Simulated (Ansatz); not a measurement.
Input and command of a calculation in Ansatz (plane waves; scalar-relativistic PAW potentials unless the input names others):

```yaml
crystal:
  lattice:
    - [3.5750353442, 0.0, 0.0]
    - [0.0, 3.5750353442, 0.0]
    - [0.0, 0.0, 3.5750353442]
  atoms:
    - { symbol: Si, position: [0.0, 0.0, 0.0] }
    - { symbol: Ni, position: [0.0, 0.5, 0.5] }
    - { symbol: Ni, position: [0.5, 0.0, 0.5] }
    - { symbol: Ni, position: [0.5, 0.5, 0.0] }
basis:
  ecutwfc: 420
kpoints:
  mp-grid: { grid: [12, 12, 12] }
hamiltonian:
  xc: pbe
scf:
  occupations: { method: gaussian, width: 0.1 }
  max_iter: 50
output:
  forces: true
  eigenvalues: true
  stress: true
```

```bash
ansatz run input.yaml --threads 1 --pin off --max-ram 2560MiB --backend cpu --events-out ev --progress --plain --runs-dir out
```

Q: What is wrong with this input?

A: The program refuses it, because of a misspelt key (the key kpoints.mp_grid typed as mp-grid). With the key spelt rightly it is accepted.

Abridged log:
```
Error: YAML parse error: error: line 14 column 3: unknown field `mp-grid`, expected one of mp_grid, list, band_path, initial_grid, further_shifts
  --> <input>:14:3
   |
12 |   ecutwfc: 420
13 | kpoints:
14 |   mp-grid: { grid: [12, 12, 12] }
   |   ^ unknown field `mp-grid`, expected one of mp_grid, list, band_path, initial_grid, further_shifts
15 | hamiltonian:
16 |   xc: pbe
   |
```